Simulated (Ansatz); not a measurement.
A geometry of Sb away from equilibrium: step 4 of the relaxation of a randomly generated symmetric cell of Sb (space group No. 156). Computed with PBE (plane waves to 420 eV, PAW, scalar-relativistic; Ansatz, an electronic-structure program). Γ-centred k-mesh 9×9×5 on the run's cell (coarser than for final values), Fermi–Dirac smearing 0.05 eV. The plane waves were selected for a different cell earlier on the path.

```xyz
3
Lattice="4.0050 0.0000 0.0000 -2.0025 3.4684 0.0000 0.0000 0.0000 6.9814" Properties=species:S:1:pos:R:3 pbc="T T T"
Sb     0.0000     2.3123     5.8761
Sb     2.0025     1.1561     3.6263
Sb     2.0025     1.1561     0.7873
```

What forces act on the atoms (eV/Å)?


```json
[
 {"atom": "Sb1", "Fx": "0.00", "Fy": "0.00", "Fz": "-0.15"},
 {"atom": "Sb2", "Fx": "0.00", "Fy": "0.00", "Fz": "0.54"},
 {"atom": "Sb3", "Fx": "0.00", "Fy": "0.00", "Fz": "-0.39"}
]
```

The path ends in P-6m2 (No. 187). No spin polarisation in the result. The relaxed primitive cell holds an odd number of electrons. A magnetic state may lie lower.

The run could not lower the symmetry of its start; a shaken copy of this end point relaxes with PBE to Cm (No. 8), 0.19 eV/atom lower.

The end of the path is a generated cell of Sb: the first start was made by a random draw of sites in a space group, and the end was not matched to a known phase here, so it may be hypothetical. Known forms of Sb include space group No. 166.
